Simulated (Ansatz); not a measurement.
**K4Be3O5 — ⁹Be NMR of the central transition**

Cell: a Materials Project structure (computed, not necessarily an observed phase), atoms as given.

```cif
data_K4Be3O5
_symmetry_space_group_name_H-M 'C2/c'
_symmetry_Int_Tables_number 15
_cell_length_a 10.2837
_cell_length_b 7.2316
_cell_length_c 10.7223
_cell_angle_alpha 90.000
_cell_angle_beta 118.063
_cell_angle_gamma 90.000
loop_
_atom_site_label
_atom_site_type_symbol
_atom_site_symmetry_multiplicity
_atom_site_Wyckoff_symbol
_atom_site_fract_x
_atom_site_fract_y
_atom_site_fract_z
K1 K 8 f 0.6663 0.1090 0.5946
K5 K 8 f 0.8271 0.0814 0.9244
Be9 Be 4 e 0.5000 0.8110 0.7500
Be11 Be 4 e 0.5000 0.7674 0.2500
Be13 Be 4 e 0.5000 0.4790 0.2500
O15 O 4 e 0.5000 0.9777 0.2500
O17 O 8 f 0.4488 0.3231 0.1215
O21 O 8 f 0.3721 0.6377 0.2318
```

One atom of each set is listed; the run and its k-mesh use a cell of 24 atoms with edges of 6.29, 6.29, 10.72 Å.

All values are calculated (Ansatz; DFT, PBE, plane waves and PAW, scalar-relativistic, 420 eV cutoff, Γ-centred 4×4×3 k-points, Fermi–Dirac smearing 0.02 eV), not measured.

⁹Be has I = 3/2 and Q = 52.88 mb (Pyykkö 2018); at 18.8 T its Larmor frequency is ν₀ = 112.5 MHz. Only the quadrupole interaction is simulated: positions count from each site's isotropic chemical shift, and J coupling is left out, as are shift anisotropy and dipolar coupling, which fast spinning averages.

(1) Simulate the second-order pattern (fast magic-angle spinning, Gaussian broadening 0.04 kHz) of site Be11 (3 O at 1.52–1.55 Å).

Answers

(1) The calculation gives C_Q = 1.50 MHz and η = 0.03, so ν_Q = 0.749 MHz and the centre of gravity lies at -4.44 ppm (-0.499 kHz).

offset (kHz), height and a bar:
```
   -1.302          0 
   -1.271          0 
   -1.240          3 #
   -1.209          5 #
   -1.178          5 #
   -1.148          5 #
   -1.117          5 #
   -1.086          5 #
   -1.055          5 ##
   -1.024          5 ##
   -0.993          5 ##
   -0.962          5 ##
   -0.931          6 ##
   -0.900          6 ##
   -0.870          6 ##
   -0.839          6 ##
   -0.808         21 ######
   -0.777         71 #####################
   -0.746         70 #####################
   -0.715         50 ###############
   -0.684         42 #############
   -0.653         39 ############
   -0.623         36 ###########
   -0.592         35 ##########
   -0.561         34 ##########
   -0.530         34 ##########
   -0.499         34 ##########
   -0.468         34 ##########
   -0.437         35 ##########
   -0.406         36 ###########
   -0.375         37 ###########
   -0.345         40 ############
   -0.314         43 #############
   -0.283         48 ##############
   -0.252         57 #################
   -0.221         79 ########################
   -0.190        100 ##############################
   -0.159         40 ############
   -0.128          2 #
   -0.098          0
```

At Be11 V_zz stands upright on the plane through its three neighbours (within 1°).
